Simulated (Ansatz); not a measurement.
# Ta3Sb: relaxation (Ansatz)

Input:

```yaml
crystal:
  lattice:
    - [5.275884, 0.0, 0.0]
    - [0.0, 5.275884, 0.0]
    - [0.0, 0.0, 5.275884]
  atoms:
    - { symbol: Ta, position: [0.25, 0.0, 0.5] }
    - { symbol: Ta, position: [0.5, 0.75, 0.0] }
    - { symbol: Ta, position: [0.75, 0.0, 0.5] }
    - { symbol: Ta, position: [0.5, 0.25, 0.0] }
    - { symbol: Ta, position: [0.0, 0.5, 0.75] }
    - { symbol: Ta, position: [0.0, 0.5, 0.25] }
    - { symbol: Sb, position: [0.0, 0.0, 0.0] }
    - { symbol: Sb, position: [0.5, 0.5, 0.5] }
  symmetry: { tolerance: 0.0003 }
kpoints:
  mp_grid: { grid: [5, 5, 5], shift: [0, 0, 0] }
magnetization:
  spin_polarized: false
scf:
  occupations: { method: gaussian, width: 0.0497 }
  lower_state_search: "off"
hamiltonian:
  pseudopotentials: { kind: paw }
  xc: r2scan
basis:
  ecutwfc: 500
  fft_grid_basis: typed
relax:
  max_steps: 60
  cell: { p_target: 0.0 }
  f_tol: 0.03
output:
  forces: true
  stress: true
  eigenvalues: true
  bader: true
  populations: true
  elf: true
  write_potential: true
  volumetric_format: npy
  dos:
    e_range: [-12, 8]
    de: 0.05
    projected: { site_lists: { Sb: [Sb], Ta: [Ta] } }
checkpoint:
  read: saved_state
```

Launch command:

```bash
ansatz run input.yaml --threads 2 --pin off --max-ram 3584MiB --backend cpu --events-out ev --progress --plain --runs-dir out
```

Origin of the cell: a database entry, scaled a little.

The saved state is a converged single point of the same cell.

Steps («new basis» is an SCF on plane waves selected anew at the same cell):

```
step  ΔF (meV/atom)  max force component (eV/Å)  P (GPa)  volume (Å³)  SCF iterations   step was
   1            0.0                       0.000    -0.56       146.85               5   accepted
   2            1.0                       0.000     2.04       144.97               5   rejected
   3           -0.1                       0.000    -0.01       146.44               8   accepted
   4           -0.1                       0.000    -0.01       146.44               3  new basis
```

The starting structure.

Space group Pm-3n (No. 223); the run's cell has a = 5.276 Å, b = 5.276 Å, c = 5.276 Å, α = 90.00°, β = 90.00°, γ = 90.00°. Shortest distances: Ta–Ta 2.64 Å, Sb–Ta 2.95 Å.

After:

Space group Pm-3n (No. 223); the run's cell has a = 5.271 Å, b = 5.271 Å, c = 5.271 Å, α = 90.00°, β = 90.00°, γ = 90.00°. Shortest distances: Ta–Ta 2.64 Å, Sb–Ta 2.95 Å.

```xyz
8
Lattice="5.2710 0.0000 0.0000 0.0000 5.2710 0.0000 0.0000 0.0000 5.2710" Properties=species:S:1:pos:R:3 pbc="T T T"
Ta    1.3177    0.0000    2.6355
Ta    2.6355    3.9532    0.0000
Ta    3.9532    0.0000    2.6355
Ta    2.6355    1.3177    0.0000
Ta    0.0000    2.6355    3.9532
Ta    0.0000    2.6355    1.3177
Sb    0.0000    0.0000    0.0000
Sb    2.6355    2.6355    2.6355
```

```yaml
Free_energy_lowered_by: 0.1 meV/atom
Volume_change: -0.28 %
Final_pressure: -0.01 GPa
Relaxation_steps_listed: 4
```

Caveats: no moments, though an odd count or open d shells may carry them; no spin-orbit coupling, though heavy elements are present; the relaxation held the start's symmetry, so the end may be a saddle point.

The run took 53 s on 2 threads of Arm Neoverse V2, on a shared host, peak memory 0.75 GiB, from a saved density.
